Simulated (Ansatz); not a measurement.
Each is relaxed and computed with the program Ansatz at the r²SCAN level (PAW). Which is the only metal?
(A) SiGe, wurtzite
(B) SnO2, rutile
(C) YSnGe, Cmcm (Y on 4c, Sn on 4c, Ge on 4c)
(D) BaAlGeH, P3m1 (Ba on 1b, Al on 1a, Ge on 1c, H on 1a)

C, YSnGe, Cmcm (Y on 4c, Sn on 4c, Ge on 4c). YSnGe: metal; SiGe: gap 0.66 eV (indirect); SnO2: gap 1.77 eV (direct); BaAlGeH: gap 1.02 eV (indirect). Standing as an ambient phase not checked: YSnGe, Cmcm (Y on 4c, Sn on 4c, Ge on 4c); SiGe, wurtzite; BaAlGeH, P3m1 (Ba on 1b, Al on 1a, Ge on 1c, H on 1a). All cells were relaxed under the symmetry of their starts (and spin orders); stability against distortions was not tested throughout. Rows with no word on spin ran without spin polarisation. Spin–orbit coupling is left out wherever it is not named.

Potentials: the later of the program's two PAW sets.
